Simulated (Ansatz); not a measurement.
The elements of this relaxed trial crystal are hidden behind letters.

```
lattice vectors (Å)
  -2.9776    2.9776    2.9776
   2.9776   -2.9776    2.9776
   2.9776    2.9776   -2.9776
fractional positions
X 0.5000 0.5000 0.5000
X 0.0000 0.0000 0.5000
X 0.0000 0.5000 0.0000
X 0.5000 0.0000 0.0000
Z 0.0000 0.0000 0.0000
```

Method: DFT PBE, scalar-relativistic, plane waves, PAW (Ansatz 0.2.0). Plane waves to 420 eV, a 10×10×10 mesh through Γ for the 5-atom cell and 0.10 eV Gaussian smearing; no spin polarisation.

```
Space group                                 : Im-3m (No. 229)
Conventional cell                           : a = 5.955 Å
Volume per atom                             : 21.12 Å³
Density                                     : 6.24 g/cm³
Energy over the elements                    : +0.25 eV/atom
Gap on the 10×10×10 mesh of the 5-atom cell : 0 eV (a metal)
```

Energies are uncorrected and count from the elements' standard states at the same level.

Q: X is a p-block element of period 4 and Z is a d-block element of period 5. Which elements are they?

A: X = Ge, Z = Pd, so the formula is Ge4Pd. Density times volume gives a mean mass of 6.24 × 21.12/1.6605 = 79.4 u per atom, and this set has 79.4 u. Around Ge lie 2 Pd at 2.58 Å and 6 Ge at 2.98 Å; Pd has 8 Ge at 2.58 Å. Other sets within the hints have nearly the same mass, so mass alone doesn't settle it; this one was computed.

Symmetry constrained the relaxation, so the result can be a saddle point. Another cell of Ge4Pd relaxed alike, in P4/mmm, lies 232 meV/atom lower, so this cell isn't the stable form at this level.
